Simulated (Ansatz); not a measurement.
Ti₂Sn:
Space group P6₃/mmc (No. 194); a = b = 4.730 Å, c = 5.621 Å, α = β = 90.00°, γ = 120.00°

```tsv
atom	site	symmetry	x	y	z
Ti	2d	-6m2	0.6667	0.3333	0.2500
Ti	2a	-3m.	0.0000	0.0000	0.0000
Sn	2c	-6m2	0.3333	0.6667	0.2500
```

Relaxed with r²SCAN.

Which orbitals make up the states near the Fermi level in DFT-r²SCAN in the program Ansatz with PAW potentials?

Within 0.5 eV of the Fermi level: Ti 3d 90 %. Projections are on Löwdin-orthogonalised atomic valence shells; empty p or d shells of many metals are not among them.

Tabulate the density of states.

States/eV per cell of 6 atoms, in 0.25 eV bins, energy from the Fermi level.

```tsv
E (eV)	total	Ti 3d	Sn 5p	Ti 4s
-7.85	1.40	0.30	0.06	0.07
-7.60	0.59	0.14	0.01	0.03
-7.35	0.01	0.00	0.00	0.00
-7.10	0.00	0.00	0.00	0.00
-6.85	0.00	0.00	0.00	0.00
-6.60	0.00	0.00	0.00	0.00
-6.35	0.00	0.00	0.00	0.00
-6.10	0.00	0.00	0.00	0.00
-5.85	0.00	0.00	0.00	0.00
-5.60	0.00	0.00	0.00	0.00
-5.35	0.55	0.07	0.27	0.16
-5.10	2.16	0.34	1.02	0.59
-4.85	3.04	0.52	1.46	0.74
-4.60	2.14	0.46	1.04	0.40
-4.35	2.37	0.55	1.22	0.36
-4.10	1.72	0.45	0.82	0.26
-3.85	2.15	0.57	1.07	0.31
-3.60	1.99	0.54	1.02	0.28
-3.35	3.16	1.07	1.65	0.28
-3.10	4.37	1.53	2.39	0.28
-2.85	4.89	1.89	2.50	0.26
-2.60	3.97	1.62	2.01	0.18
-2.35	4.31	2.17	1.86	0.14
-2.10	6.51	3.83	2.31	0.19
-1.85	3.35	1.92	1.20	0.10
-1.60	1.39	0.87	0.37	0.08
-1.35	1.58	1.21	0.18	0.12
-1.10	4.82	4.12	0.29	0.20
-0.85	8.79	7.84	0.34	0.21
-0.60	7.62	6.87	0.24	0.14
-0.35	6.83	6.15	0.22	0.14
-0.10	2.33	2.10	0.07	0.08
0.15	4.40	4.00	0.14	0.15
0.40	7.53	6.71	0.32	0.24
0.65	7.59	6.89	0.27	0.16
0.90	6.92	6.32	0.22	0.12
1.15	7.31	6.69	0.19	0.18
1.40	6.08	5.41	0.22	0.15
1.65	9.50	8.39	0.32	0.35
1.90	10.34	9.19	0.42	0.29
2.15	15.53	14.41	0.37	0.19
```

Space group P6_3/mmc. The workflow started from a Materials Project entry (that database holds measured and hypothetical structures alike); the Crystallography Open Database files this formula in space group No. 194, but the cells were not matched. Whether it is the stable phase at ambient conditions was not checked. The r²SCAN relaxation kept the symmetry of its start; its stability against distortions is not shown here. No spin polarisation was allowed. Axis ratios of metals converge slowly with the k-mesh, so a and c are less sure than the volume. Spin–orbit coupling is left out wherever it is not named.

Potentials: the later of the program's two PAW sets.
